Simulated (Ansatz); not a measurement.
Li3LaBi2 in space group P-3m1 (No. 164; Li on 2d, Li on 1b, La on 1a, Bi on 2d), the program Ansatz at the PBE level (PAW), all energies at zero smearing, with the estimated change up to a 700 eV cutoff added, with one set of potentials and settings (totals compare only within such a set). Cell of 6 atoms (3 Li, 1 La, 2 Bi): -31661.773 eV.

```
element                reference phase  E (eV/atom)
-------  -----------------------------  -----------
Li          Fm-3m, 1 atoms in the cell    -204.6902
La       P6_3/mmc, 4 atoms in the cell   -6250.0953
Bi           R-3m, 2 atoms in the cell  -12396.5536
```

Formation energy per atom, worked out: (-31661.773 − 3×(-204.6902) − 1×(-6250.0953) − 2×(-12396.5536))/6 = -0.750 eV/atom (-72 kJ per mol of atoms), at 0 K, without zero-point energy or fitted corrections.

The workflow started from an entry of the Crystallography Open Database (COD, 200 K). Its standing as an ambient phase is unchecked. The cell was relaxed with PBE under the symmetry of its start; its stability against distortions is not shown here. The references are the lowest solids computed at this level, not always the standard phases. Scalar-relativistic: spin–orbit coupling is off unless named, which matters more the heavier the elements.

Potentials: the later of the program's two PAW sets.
